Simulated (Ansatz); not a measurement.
Input:

BaTiO3:
```cif
data_BaO3Ti
_chemical_formula_sum 'Ba1 Ti1 O3'
_space_group_name_H-M_alt 'P 1'
_space_group_IT_number 1
_cell_length_a 3.97290
_cell_length_b 3.97290
_cell_length_c 4.11206
_cell_angle_alpha 90.000
_cell_angle_beta 90.000
_cell_angle_gamma 90.000
loop_
_space_group_symop_operation_xyz
  'x, y, z'
loop_
_atom_site_label
_atom_site_type_symbol
_atom_site_fract_x
_atom_site_fract_y
_atom_site_fract_z
_atom_site_occupancy
Ba1 Ba 0.50000 0.50000 0.58499 1
Ti1 Ti 0.00000 0.00000 0.10305 1
O1 O 0.00000 0.50000 0.06294 1
O2 O 0.50000 0.00000 0.06294 1
O3 O 0.00000 0.00000 0.54607 1
```

This is the r²SCAN-relaxed structure.

Question: All from the program Ansatz at the r²SCAN level (PAW), unless another level is named. Give the Bader charges.

Answer: Ba +1.58, Ti +2.29, O -1.30 to -1.26 e.

Question: Predict the electronic dielectric constant ε∞ (DFPT).

Answer: 5.69 (xx = yy), 4.99 (zz).

Question: And the Born charges (a third of the trace)?

Answer: Ba +2.76, Ti +6.30, O -3.16 to -2.75 e.

Space group P4mm. The cell was relaxed with r²SCAN under the symmetry of its start. At this level the phase is dynamically unstable (imaginary phonons). No spin polarisation was allowed. Spin–orbit coupling is left out wherever it is not named.

Potentials: the earlier of the program's two PAW sets.
